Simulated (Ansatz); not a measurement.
Mg₄Te₃Se:
```cif
data_Mg4SeTe3
_chemical_formula_sum 'Mg4 Te3 Se1'
_space_group_name_H-M_alt 'P-4m2'
_space_group_IT_number 115
_space_group_name_Hall 'P -4 -2'
_cell_length_a 4.48989
_cell_length_b 4.48989
_cell_length_c 12.60189
_cell_angle_alpha 90.000
_cell_angle_beta 90.000
_cell_angle_gamma 90.000
loop_
_atom_site_label
_atom_site_type_symbol
_atom_site_symmetry_multiplicity
_atom_site_Wyckoff_symbol
_atom_site_fract_x
_atom_site_fract_y
_atom_site_fract_z
_atom_site_occupancy
Mg1 Mg 2 g 0.00000 0.50000 0.39236 1
Mg2 Mg 2 g 0.50000 0.00000 0.13126 1
Te1 Te 2 f 0.50000 0.50000 0.26207 1
Te2 Te 1 a 0.00000 0.00000 0.00000 1
Se1 Se 1 d 0.00000 0.00000 0.50000 1
```

Relaxed with r²SCAN. r²SCAN (plane waves, PAW; program Ansatz) gives a gap of 2.80 eV.

Problem. What gap does HSE06 give on the same cell (Ansatz, PAW)?

Solution. 3.03 eV, 0.23 eV more. The hybrid was solved on a coarser mesh and at special points; the gap given is the minimum over both.

```json
[
 {"k": "Γ", "v1 r²SCAN": "0.00", "c1 r²SCAN": "2.80", "v1 HSE06": "0.00", "c1 HSE06": "3.03"},
 {"k": "Z", "v1 r²SCAN": "-0.12", "c1 r²SCAN": "3.30", "v1 HSE06": "(withheld)", "c1 HSE06": "(withheld)"},
 {"k": "M", "v1 r²SCAN": "-1.20", "c1 r²SCAN": "3.16", "v1 HSE06": "-1.27", "c1 HSE06": "3.50"},
 {"k": "A", "v1 r²SCAN": "-1.32", "c1 r²SCAN": "3.88", "v1 HSE06": "(withheld)", "c1 HSE06": "(withheld)"},
 {"k": "R", "v1 r²SCAN": "-0.28", "c1 r²SCAN": "4.12", "v1 HSE06": "(withheld)", "c1 HSE06": "(withheld)"},
 {"k": "X", "v1 r²SCAN": "-0.27", "c1 r²SCAN": "3.66", "v1 HSE06": "(withheld)", "c1 HSE06": "(withheld)"}
]
```

Problem. Top valence (v1) and lowest conduction level (c1) in eV from each method's valence maximum (which need not be a listed point): supply the withheld HSE06 values.

Solution. 
- R, v1 HSE06: -0.30
- R, c1 HSE06: 4.40
- X, v1 HSE06: -0.29
- X, c1 HSE06: 3.91
- Z, v1 HSE06: -0.12
- Z, c1 HSE06: 3.62
- A, v1 HSE06: -1.39
- A, c1 HSE06: 4.23

Cost on shared cores: the r²SCAN run (SCF on a 6×6×3 mesh, then bands and DOS) roughly 9 core-minutes, the HSE06 run (SCF on 4×4×2, then a few points) around 9 core-minutes (rough); the tasks are unlike.

The first step of the workflow began from a Materials Project structure, measured or hypothetical; the Crystallography Open Database copy checked does not list it. Whether it is the stable phase at ambient conditions was not checked. The cell was relaxed with r²SCAN under the symmetry of its start; its stability against distortions is not shown here. Spin–orbit coupling is left out wherever it is not named.

Potentials: the later of the program's two PAW sets.
